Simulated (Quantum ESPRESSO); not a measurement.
# Where does Ga sit best among Mg sites?

These are calculations, not measurements. They come from pw.x of Quantum ESPRESSO 7.5, a plane-wave density functional program, with PseudoDojo standard norm-conserving files (v0.5 for PBE, v0.4.1 for LDA and PBEsol). The cells are made up: elements, strain and atom displacements were drawn at random, and nothing was relaxed. There is no spin polarisation, spin-orbit coupling or dispersion term.

The cell has 8 sites of a wurtzite lattice (rectangular cell). Sites 1 to 4 hold X X X X; sites 5 to 8 hold S S Se S. Cell vectors in Å: (4.198, -0.033, -0.039); (-0.057, 7.184, 0.068); (-0.063, 0.064, 6.756). Settings: PBE, cutoff 1170 eV, 6 x 6 x 6 k mesh shifted by half a step, Fermi-Dirac smearing of 0.1 eV.

In each run one of the sites marked X holds Ga and the others hold Mg; cell and positions stay the same. E is the free energy of the cell.

```
site of the guest  first shell  mean distance (Å)  E above the lowest (eV)  P (GPa)  force on the guest (eV/Å)
                1        S2Se2              2.578                    0.000    -0.26                      2.593
                2         S3Se              2.576                    0.077    -0.14                      1.723
                3         S3Se              2.551                    0.065    -0.15                      0.979
                4           S4              2.509                    0.136    -0.18                      1.044
```

A rerun of one of these cells at 1467 eV and k mesh 8 x 8 x 8 moved values by no more than 0.002 eV in the cell's energy, 0.03 GPa in stress and 0.008 eV/Å in force.

## Reading the table

Site 1 is lowest, by 0.065 eV, over three times the rerun's bound. The first shells differ, so neighbours and distances change together and cannot be told apart here. The positions are random and not relaxed, so the differences hold for this frozen cell and are not site preferences of a real crystal.